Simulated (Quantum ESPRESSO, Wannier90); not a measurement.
**SiC (wurtzite): Wannier90 run**

```
CELL_PARAMETERS angstrom
      3.07351     0.00000     0.00000
     -1.53676     2.66174     0.00000
      0.00000     0.00000     5.04525
ATOMIC_POSITIONS crystal
  Si 0.33333 0.66667 0.49960
  Si 0.66667 0.33333 0.99960
  C  0.33333 0.66667 0.87540
  C  0.66667 0.33333 0.37540
```

Structure: Materials Project mp-7140, symmetrised, not relaxed again. COD (Crystallography Open Database) has the formula in 5 space groups, this one among them (matched by group alone). Method: PBEsol plane waves in Quantum ESPRESSO 7.5 (PseudoDojo norm-conserving files, 66 Ry, no spin polarisation, no spin-orbit coupling), Bloch states on a 12×12×6 mesh through Γ, Wannier90 4.0.1. Density: 12×12×6 mesh, cold smearing 0.01 Ry.

Valence charges of the files: Si 4, C 4. 26 bands were computed.

Isolated groups of bands, relative to the valence-band maximum (bands from 9 on overlap up to the last one computed):

| bands | from (eV) | to (eV) | filling | weight on atomic waves |
|---|---|---|---|---|
| 1–2 | -15.62 | -10.30 | filled | C 2s 44 %, Si 3p 31 %, Si 3s 18 % |
| 3–8 | -8.79 | 0.00 | filled | C 2p 62 %, Si 3p 24 %, Si 3s 8 % |

Wanted is a model with the orbitals Si s p, C s p, without the filled groups that are mainly made of other shells (semicore states, and anion s where it isn't named); all higher bands stay in for disentanglement.

Q: Give num_wann, exclude_bands and num_bands, and the number of electrons that the model holds.

A: Electrons: 2×4 + 2×4 = 16, which fill 8 bands.
num_wann = 2×4 + 2×4 = 16.
Nothing is excluded, so num_bands = 26 − 0 = 26.
The model holds 16 − 2×0 = 16 electrons. With the window frozen to 3.62 eV it follows pw.x to 3.4 meV rms (states up to 3.1 eV relative to the valence-band maximum).
